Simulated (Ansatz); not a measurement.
Bi2Pd: frozen-core PAW against all-electron methods

```yaml
crystal:
  lattice:
    - [-1.69334, 1.69334, 6.62347]
    - [1.69334, -1.69334, 6.62347]
    - [1.69334, 1.69334, -6.62347]
  atoms:
    - { symbol: Bi, position: [0.63232, 0.63232, 0.00000] }
    - { symbol: Bi, position: [0.36768, 0.36768, 0.00000] }
    - { symbol: Pd, position: [0.00000, 0.00000, 0.00000] }
```

Atom numbers follow the list: Bi1, Bi2, Pd3.

The cell is the one relaxed in the Materials Project (mp-570197), not relaxed further here; entries there can be hypothetical.

Spin polarisation is left out, and whether a magnetic state lies lower isn't shown here.

No spin–orbit coupling, which matters for the heavy atoms here.

All numbers are computed: DFT, PBEsol, PAW with Ansatz's default frozen-core files, scalar-relativistic (Ansatz 0.2.0); DFT, PBEsol, all-electron PAW with datasets made for the crystal, scalar-relativistic (Ansatz 0.2.0); DFT, PBEsol, all-electron LAPW, scalar-relativistic (Ansatz 0.2.0).

For PAW: a Γ-centred 14×14×14 k mesh, Fermi–Dirac smearing of 0.05 eV, cutoff 420 eV, no spin polarisation; the PAW files were made with PBE, and the program remakes their frozen cores for this functional. The crystal-made all-electron datasets (AE datasets) take a cutoff of 260 eV at this cell. LAPW targets a basis error of 1 meV/atom. The Ansatz runs share mesh, smearing and spin set-up. Plane-wave (PAW) pressures include the program's estimate of the Pulay term.

Stress and pressure are positive in compression.

No spin–orbit coupling: at heavy atoms the gradients can be off by tens of per cent for that reason.

In a metal, gradients converge slowly with the k mesh: the values move by tens of per cent from one mesh to another, at times in sign, so only the comparison on one mesh counts.

Levels count from the Fermi level.

| quantity | PAW | AE datasets | LAPW |
| --- | --- | --- | --- |
| pressure (GPa) | -2.35 | -2.34 | -2.34 |
| stress xx (GPa) | -2.30 | -2.29 | -2.29 |
| stress zz (GPa) | -2.45 | -2.44 | -2.44 |
| force on Bi1, z (eV/Å) | 0.022 | 0.022 | 0.022 |
| highest filled level at P (eV) | -0.233 | -0.233 | -0.233 |
| lowest empty level at P (eV) | 1.060 | 1.060 | 1.060 |
| highest filled level at M (eV) | -1.747 | -1.748 | -1.748 |
| lowest empty level at M (eV) | 1.554 | 1.554 | 1.554 |
| highest filled level at Γ (eV) | -2.599 | -2.599 | -2.599 |
| lowest empty level at Γ (eV) | 1.460 | 1.460 | 1.460 |
| field gradient Vzz at Bi1 (10²¹ V/m²) | 2.70 | 2.73 | – |
| field gradient Vzz at Pd3 (10²¹ V/m²) | -1.74 | -1.77 | – |

PAW's pressure differs from the LAPW value by about 0.01 GPa or less.
